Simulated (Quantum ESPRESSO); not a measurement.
## Ga3MgO5F (input and log of a self-consistent run)

A calculation, not a measurement. The program is pw.x of Quantum ESPRESSO 7.5 (plane-wave density functional theory). The cell is made up: 10 atoms on a corundum lattice, with randomly drawn elements, strain and displacements, not relaxed. PseudoDojo standard norm-conserving files (v0.5 for PBE, v0.4.1 for LDA and PBEsol) set the functional; there is no spin polarisation, spin-orbit coupling or dispersion term, and the masses in the input are unused placeholders.

Input:

```
&control calculation='scf', pseudo_dir='./dojo.nc.sr.pbe.v0_5.standard.upf', outdir='./o', disk_io='low', tprnfor=.true., tstress=.true. /
&system ibrav=0, nat=10, ntyp=4, nbnd=49, ecutwfc=84.00895049, nosym=.true., tot_charge=0,
 occupations='smearing', smearing='fd', degauss=0.0018374661
/
&electrons conv_thr=7.350e-09, electron_maxstep=60, /
ATOMIC_SPECIES
F 1.0 F.upf
Ga 1.0 Ga.upf
Mg 1.0 Mg.upf
O 1.0 O.upf
CELL_PARAMETERS angstrom
2.6375 1.4584 4.6802
-2.5832 1.4252 4.6606
-0.0016 -2.9757 4.7
ATOMIC_POSITIONS angstrom
Ga 0.1189 0.0111 4.979
Ga 0.0964 0.0175 2.1628
Ga -0.1109 -0.0101 9.0969
Mg 0.0267 -0.0775 12.173
O -0.9012 1.3346 8.196
O -0.8456 -1.7283 8.2677
O 2.0452 0.0728 8.3551
F 1.167 -1.6367 5.8338
O 0.8467 1.6479 5.806
O -1.748 -0.1624 5.7758
K_POINTS automatic
5 5 5 1 1 1
```

The log is shortened where brackets say so; the opening notice, blank lines, dates and the lines on written files are dropped, and the path of the files is cut. It prints rydbergs, bohrs and kilobars, and counts compression as positive stress. With no partly filled state, the Fermi energy that it prints is only some level between the filled and the empty states on the mesh, and need not lie in the true gap.

```
     Program PWSCF v.7.5
     Parallel version (MPI & OpenMP), running on       4 processor cores
     Number of MPI processes:                 4
     Threads/MPI process:                     1
     [start-up lines left out]
     bravais-lattice index     =            0
     lattice parameter (alat)  =      10.5194  a.u.
     unit-cell volume          =     728.3316 (a.u.)^3
     number of atoms/cell      =           10
     number of atomic types    =            4
     number of electrons       =        86.00
     number of Kohn-Sham states=           49
     kinetic-energy cutoff     =      84.0090  Ry
     charge density cutoff     =     336.0358  Ry
     scf convergence threshold =      7.3E-09
     mixing beta               =       0.7000
     number of iterations used =            8  plain     mixing
     Exchange-correlation= PBE
                           (   1   4   3   4   0   0   0)
     [axes and pseudopotential details left out]
   Cartesian axes
     site n.     atom                  positions (alat units)
         1        Ga     tau(   1) = (   0.0213593   0.0019940   0.8944336  )
         2        Ga     tau(   2) = (   0.0173174   0.0031437   0.3885280  )
         3        Ga     tau(   3) = (  -0.0199222  -0.0018144   1.6341781  )
         4        Mg     tau(   4) = (   0.0047964  -0.0139222   2.1867724  )
         5        O      tau(   5) = (  -0.1618927   0.2397492   1.4723393  )
         6        O      tau(   6) = (  -0.1519046  -0.3104739   1.4852196  )
         7        O      tau(   7) = (   0.3674022   0.0130779   1.5009203  )
         8        F      tau(   8) = (   0.2096413  -0.2940188   1.0479909  )
         9        O      tau(   9) = (   0.1521022   0.2960307   1.0429969  )
        10        O      tau(  10) = (  -0.3140128  -0.0291737   1.0375717  )
     number of k points=    63  Fermi-Dirac smearing, width (Ry)=  0.0018
                       cart. coord. in units 2pi/alat
        k(    1) = (  -0.0004516   0.0007999   0.1189457), wk =   0.0320000
        k(    2) = (   0.0008563  -0.2507156   0.1965835), wk =   0.0320000
     [further k points left out]
     Dense  grid:    75779 G-vectors     FFT dimensions: (  64,  64,  64)
     Estimated max dynamical RAM per process >     231.80 MB
     Estimated total dynamical RAM >     871.69 MB
     Initial potential from superposition of free atoms
     starting charge      85.9911, renormalised to      86.0000
     Starting wfcs are   56 randomized atomic wfcs
     total cpu time spent up to now is        5.6 secs
     per-process dynamical memory:   186.2 Mb
     Self-consistent Calculation
     iteration #  1     ecut=    84.01 Ry     beta= 0.70
     Davidson diagonalization with overlap
     ethr =  1.00E-02,  avg # of iterations =  2.7
     total cpu time spent up to now is       17.1 secs
     total energy              =    -791.51308967 Ry
     estimated scf accuracy    <       2.44756888 Ry
     iteration #  2     ecut=    84.01 Ry     beta= 0.70
     Davidson diagonalization with overlap
     ethr =  2.85E-03,  avg # of iterations =  3.0
     total cpu time spent up to now is       29.8 secs
     total energy              =    -792.02044323 Ry
     estimated scf accuracy    <       3.47247329 Ry
     iteration #  3     ecut=    84.01 Ry     beta= 0.70
     Davidson diagonalization with overlap
     ethr =  2.85E-03,  avg # of iterations =  2.0
     total cpu time spent up to now is       40.6 secs
     total energy              =    -792.67311737 Ry
     estimated scf accuracy    <       0.08186187 Ry
     iteration #  4     ecut=    84.01 Ry     beta= 0.70
     Davidson diagonalization with overlap
     ethr =  9.52E-05,  avg # of iterations =  3.7
     total cpu time spent up to now is       52.6 secs
     total energy              =    -792.69339186 Ry
     estimated scf accuracy    <       0.00880465 Ry
     iteration #  5     ecut=    84.01 Ry     beta= 0.70
     Davidson diagonalization with overlap
     ethr =  1.02E-05,  avg # of iterations =  6.4
     total cpu time spent up to now is       65.4 secs
     total energy              =    -792.69443690 Ry
     estimated scf accuracy    <       0.00503682 Ry
     [iterations 6 to 8 left out]
     iteration #  9     ecut=    84.01 Ry     beta= 0.70
     Davidson diagonalization with overlap
     ethr =  2.82E-08,  avg # of iterations =  2.0
     total cpu time spent up to now is      108.2 secs
     total energy              =    -792.69519705 Ry
     estimated scf accuracy    <       0.00000303 Ry
     iteration # 10     ecut=    84.01 Ry     beta= 0.70
     Davidson diagonalization with overlap
     ethr =  3.52E-09,  avg # of iterations =  2.0
     total cpu time spent up to now is      118.4 secs
     total energy              =    -792.69519720 Ry
     estimated scf accuracy    <       0.00000069 Ry
     iteration # 11     ecut=    84.01 Ry     beta= 0.70
     Davidson diagonalization with overlap
     ethr =  8.02E-10,  avg # of iterations =  2.0
     total cpu time spent up to now is      129.4 secs
     total energy              =    -792.69519729 Ry
     estimated scf accuracy    <       0.00000008 Ry
     iteration # 12     ecut=    84.01 Ry     beta= 0.70
     Davidson diagonalization with overlap
     ethr =  9.69E-11,  avg # of iterations =  2.0
     total cpu time spent up to now is      141.3 secs
     total energy              =    -792.69519732 Ry
     estimated scf accuracy    <       0.00000002 Ry
     iteration # 13     ecut=    84.01 Ry     beta= 0.70
     Davidson diagonalization with overlap
     ethr =  2.28E-11,  avg # of iterations =  2.0
     total cpu time spent up to now is      152.2 secs
     End of self-consistent calculation
          k =-0.0005 0.0008 0.1189 (  9470 PWs)   bands (ev):
   -64.4241 -31.2772 -31.2217 -31.1774 -16.9761 -10.0412  -8.9524  -8.3725
    -8.0981  -7.9386  -5.6844  -5.5418  -5.5170  -5.4881  -5.4522  -5.4030
    -5.3059  -5.2669  -5.2501  -5.2256  -5.2090  -5.1550  -5.0858  -4.8026
    -4.5578  -0.3953   0.9896   1.8099   2.6889   2.9809   4.0189   4.3718
     4.6583   4.9264   5.4630   6.3318   6.5197   7.1885   7.4352   7.5324
     7.6915   7.7196   8.0049   9.7100  13.1907  13.9686  16.2064  16.4020
    17.0664
     [levels at the other k points left out]
     the Fermi energy is     8.6476 ev
!    total energy              =    -792.69519732 Ry
     estimated scf accuracy    <          2.3E-09 Ry
     smearing contrib. (-TS)   =      -0.00000000 Ry
     internal energy E=F+TS    =    -792.69519732 Ry
     The total energy is F=E-TS. E is the sum of the following terms:
     one-electron contribution =    -299.06170330 Ry
     hartree contribution      =     214.88069302 Ry
     xc contribution           =    -194.90034160 Ry
     ewald contribution        =    -513.61384544 Ry
     convergence has been achieved in  13 iterations
     Forces acting on atoms (cartesian axes, Ry/au):
     atom    1 type  2   force =    -0.09789866    0.05481825   -0.03522979
     atom    2 type  2   force =    -0.07866375   -0.10039869    0.02296978
     atom    3 type  2   force =     0.17388127   -0.05995582   -0.03284081
     atom    4 type  3   force =     0.05185995   -0.01772975   -0.03114981
     atom    5 type  4   force =    -0.06046894    0.03556269   -0.00817733
     atom    6 type  4   force =     0.10457563    0.02621249   -0.00134722
     atom    7 type  4   force =    -0.04624065    0.05419327   -0.00106357
     atom    8 type  1   force =    -0.04621661    0.03098912    0.04837894
     atom    9 type  4   force =     0.01263449   -0.05284889    0.00674688
     atom   10 type  4   force =    -0.01346275    0.02915732    0.03171293
     Total force =     0.318856     Total SCF correction =     0.000062
     Computing stress (Cartesian axis) and pressure
          total   stress  (Ry/bohr**3)                   (kbar)     P=      -30.11
  -0.00031558  -0.00018151  -0.00024226          -46.42      -26.70      -35.64
  -0.00018151  -0.00005902  -0.00040815          -26.70       -8.68      -60.04
  -0.00024226  -0.00040815  -0.00023953          -35.64      -60.04      -35.24
     init_run     :      5.19s CPU      5.39s WALL (       1 calls)
     electrons    :    145.52s CPU    146.70s WALL (       1 calls)
     forces       :      1.32s CPU      1.33s WALL (       1 calls)
     stress       :      4.36s CPU      4.36s WALL (       1 calls)
     [timing details left out]
     PWSCF        :   2m36.61s CPU   2m38.04s WALL
     JOB DONE.
```

In other units: free energy -10785.168 eV for the cell, pressure -3.01 GPa, largest force component 4.471 eV/Å. A rerun of a related cell, with the same atoms placed differently, at a cutoff of 1437 eV and k mesh 7 x 7 x 7 moved values by no more than 0.004 eV in energy, 0.04 GPa in stress and 0.002 eV/Å in force.